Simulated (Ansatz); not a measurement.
PbO:
```
CELL_PARAMETERS angstrom
      3.98419     0.00000     0.00000
      0.00000     3.98419     0.00000
      0.00000     0.00000     5.11982
ATOMIC_POSITIONS crystal
  Pb 0.50000 0.00000 0.23142
  Pb 0.00000 0.50000 0.76858
  O  0.50000 0.50000 0.00000
  O  0.00000 0.00000 0.00000
```

Relaxed with r²SCAN+D4.

**Question.** Give the Bader charges and basin volumes of the independent atoms, r²SCAN+D4 in the plane-wave PAW code Ansatz.

**Answer.** 

```
atom  Bader charge (e)  Bader volume (Å³)
----  ----------------  -----------------
Pb1              +1.23               26.5
O3               -1.23               14.1
```

Space group P4/nmm. Symmetry was held in the r²SCAN+D4 relaxation. Scalar-relativistic: spin–orbit coupling is off unless named, which matters more the heavier the elements.

Potentials: the later of the program's two PAW sets.
